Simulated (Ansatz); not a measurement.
Consider a crystal of CdNiC4N4 in space group P-43m (No. 215), with Cd on 1b; Ni on 1a; C on 4e; N on 4e. The guess for CdNiC4N4 was made by a generator: two interpenetrating cyanide-bridged diamond nets.

Level of theory: DFT PBE, scalar-relativistic, plane waves, PAW in Ansatz. Cutoff 420 eV, Γ-centred mesh, Gaussian smearing, collinear spin.

Energies over the elements count from the elements' standard structures at the same level (N₂ as a molecule), with no fitted energy shifts.

Task: Which cell and coordinates does it relax to?

Result:

Space group P-43m (No. 215). a = 6.090 Å, b = 6.090 Å, c = 6.090 Å, α = 90.00°, β = 90.00°, γ = 90.00°
```tsv
atom	site	symmetry	x	y	z
Cd	1b	-43m	0.5000	0.5000	0.5000
Ni	1a	-43m	0.0000	0.0000	0.0000
C	4e	.3m	0.1821	0.1821	0.1821
N	4e	.3m	0.2928	0.2928	0.2928
```

Cd is surrounded by 4 N at 2.19 Å; Ni is surrounded by 4 C at 1.92 Å; C is surrounded by 1 N at 1.17 Å and 1 Ni at 1.92 Å; N is surrounded by 1 C at 1.17 Å and 1 Cd at 2.19 Å. Another local minimum with the same sites may exist.

Task: Where does its energy lie, and is it a metal?

Result: The formation energy is +0.48 eV/atom and the gap on the 6×6×6 mesh of the 10-atom cell is 0 eV (a metal). The net moment per atom is 0.20 μB. The moment by site is Ni 1.2 μB. A positive value: parting into the elements would lower its energy.

The last run used collinear spin and Gaussian smearing of 0.10 eV. The reference form of C is held partly by dispersion forces, which this level lacks. The magnetic state reached may not be the lowest. A structure relaxed within its symmetry needn't be a true minimum. Site moments count only spheres around the atoms; the net moment includes the space between them.
